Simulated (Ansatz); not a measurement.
**Cr2N: from a starting cell to a relaxed one**

The start is a generated cell, Cr2N built in the AFLOW prototype AB2_oI6_71_a_g (as in MoPt2). The structure is fully relaxed (lattice and positions, P = 0) with PBEsol (plane waves to 420 eV, PAW, scalar-relativistic; Ansatz, a first-principles code). The first steps use a coarse 12×12×12 k-mesh.

Input geometry:
```
Cr2N
1.0
   -1.18612     1.68916     3.55835
    1.18612    -1.68916     3.55835
    1.18612     1.68916    -3.55835
N Cr
1 2
Direct
  0.00000   0.00000   0.00000
  0.64667   0.64667   0.00000
  0.35333   0.35333   0.00000
```
Spin-polarised start, with parallel moments on Cr.

How large is the pressure on the unrelaxed cell, and of which sign?

-6 GPa (negative: the cell is under tension).

What symmetry does the relaxed structure have?

The space group goes from Immm (No. 71) to I4/mmm (No. 139), with 3 atoms in the primitive cell.

How much energy is released per atom?

0.89 eV/atom.

How does the volume per atom move from start to end?

-7.1 %, from 9.51 to 8.83 Å³/atom.

How do the shortest distances between atoms change?

The closest pairs of elements (up to four, under 3.6 Å), start → end: Cr–Cr 2.09 → 2.34 Å; Cr–N 2.31 → 2.11 Å; N–N 2.37 → 2.48 Å.

Write out the relaxed structure.


Space group I4/mmm (No. 139); a = 2.477 Å, b = 2.477 Å, c = 8.634 Å, α = 90.00°, β = 90.00°, γ = 90.00°

```tsv
atom	site	symmetry	x	y	z
N	2a	4/mmm	0.0000	0.0000	0.0000
Cr	4e	4mm	0.0000	0.0000	0.3646
```
(The calculation used a cell of 3 atoms; values per cell refer to that cell.)

Final values are on a 20×20×20 k-mesh of the relaxed cell. No spin polarisation in the result: the starting moments vanished. The relaxed primitive cell holds an odd number of electrons. A magnetic state may lie lower.

The run could not lose the symmetry of its start: the end is stationary, and may be a saddle point rather than a minimum.

The relaxed structure here is a generated cell of Cr2N: the first start was made by placing the elements on the sites of a structure type, and the end was not matched to a known phase here, so it may be hypothetical.
